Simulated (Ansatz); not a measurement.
Ba, DFT, PBEsol, all-electron PAW with datasets made for the crystal, scalar-relativistic (Ansatz 0.2.0), run on 1 thread of Intel(R) Xeon(R) Platinum 8488C (Sapphire Rapids) on a shared host.

The structure is an experimental refinement, used without relaxation. The listed cell was then made from it by scaling, straining or moving an atom.

Command: `ansatz run input.yaml --threads 1 --pin off --max-ram 3072MiB --backend cpu --events-out ev --progress --plain --runs-dir out`

```yaml
crystal:
  lattice:
    - [-2.5490320561, 2.5490320561, 2.5490320561]
    - [2.5490320561, -2.5490320561, 2.5490320561]
    - [2.5490320561, 2.5490320561, -2.5490320561]
  atoms:
    - { symbol: Ba, position: [0.0, 0.0, 0.0] }
kpoints:
  mp_grid: { grid: [10, 10, 10] }
scf:
  occupations: { method: fermi_dirac, width: 0.05 }
hamiltonian:
  xc: pbesol
  pseudopotentials: { kind: all_electron, datasets: crystal }
output:
  forces: true
  stress: true
  eigenvalues: true
  efg: { contact_densities: true }
```

Q: How large is the problem that the program sets up?

A: 47 irreducible k-points, 531 plane waves at Γ, 9 bands.

Q: Estimate the wall time and the peak memory.

A: 3.9 s of wall time for 8 SCF iterations, with a peak of 0.39 GiB. Times on shared machines scatter by tens of per cent.

Q: And the same cell and mesh by PAW (frozen-core files), asked for forces, stress, eigenvalues, efg, write_density, write_potential, elf, on the same hardware?

A: 3.2 s, peak memory 0.43 GiB.
